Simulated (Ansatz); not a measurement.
InSe in space group P-6m2 (No. 187; In on 2g, In on 2h, Se on 2i, Se on 2h), r²SCAN+D4 (plane waves, PAW; program Ansatz). The conduction-band minimum lies at Γ, with 1 equivalent valley. Second derivatives d²E/dk² of the lowest band at one valley (eV·Å²), along Cartesian directions:

| direction | d²E/dk² |
|---|---|
| [100] | 54.50 |
| [010] | 54.50 |
| [001] | 82.32 |
| [110] | 54.50 |
| [101] | 68.47 |
| [011] | 68.47 |

Find the principal effective masses, the density-of-states mass and the conductivity mass.

Off-diagonal terms follow from H_xy = H[110] − (H_xx + H_yy)/2, and m*/mₑ = 7.620 eV·Å² over each eigenvalue: 0.093, 0.14, 0.14. One valley's DOS mass (m₁m₂m₃)^(1/3) = 0.12, conductivity mass 3/(Σ 1/mᵢ) = 0.12 mₑ.

What effective density of states Nc follows at 300 K for parabolic valleys?

Nc = 2.509e19 × 1 × (0.12)^(3/2) ≈ 1.0e18 cm⁻³.

The workflow started from a Materials Project entry (that database holds measured and hypothetical structures alike); the Crystallography Open Database copy checked does not list it. It is not the phase usual at ambient conditions (space group No. 194). Symmetry was held in the r²SCAN+D4 relaxation; its stability against distortions is not shown here. Scalar-relativistic: spin–orbit coupling is off unless named, which matters more the heavier the elements.

Potentials: the later of the program's two PAW sets.

Edges and masses are those of Kohn–Sham bands, whose gap is no quasiparticle gap.
